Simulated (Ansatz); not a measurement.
Here is the system:

YB₆:
```cif
data_B6Y
_chemical_formula_sum 'Y1 B6'
_space_group_name_H-M_alt 'P 1'
_space_group_IT_number 1
_cell_length_a 4.07546
_cell_length_b 4.07546
_cell_length_c 4.07546
_cell_angle_alpha 90.000
_cell_angle_beta 90.000
_cell_angle_gamma 90.000
loop_
_space_group_symop_operation_xyz
  'x, y, z'
loop_
_atom_site_label
_atom_site_type_symbol
_atom_site_fract_x
_atom_site_fract_y
_atom_site_fract_z
_atom_site_occupancy
Y1 Y 0.00000 0.00000 0.00000 1
B1 B 0.80119 0.50000 0.50000 1
B2 B 0.19881 0.50000 0.50000 1
B3 B 0.50000 0.80119 0.50000 1
B4 B 0.50000 0.19881 0.50000 1
B5 B 0.50000 0.50000 0.80119 1
B6 B 0.50000 0.50000 0.19881 1
```

This is the PBEsol-relaxed structure.

### Question
All from the program Ansatz at the PBEsol level (PAW), unless another level is named. Estimate the Poisson's ratio.

### Answer
0.31.

### Question
What about the highest zone-centre frequency?

### Answer
1365 cm⁻¹.

Space group Pm-3m. The first step of the workflow began from a Materials Project structure, measured or hypothetical; the Crystallography Open Database files this formula in space group No. 221, but the cells were not matched. Whether it is the stable phase at ambient conditions was not checked. Symmetry was held in the PBEsol relaxation; whether a distortion lowers the energy is not shown. No spin polarisation was allowed. As this level gives no gap, phonon frequencies hold no LO–TO term and depend on the k-mesh and smearing (Fermi–Dirac, 0.1 eV here).

Potentials: the later of the program's two PAW sets.
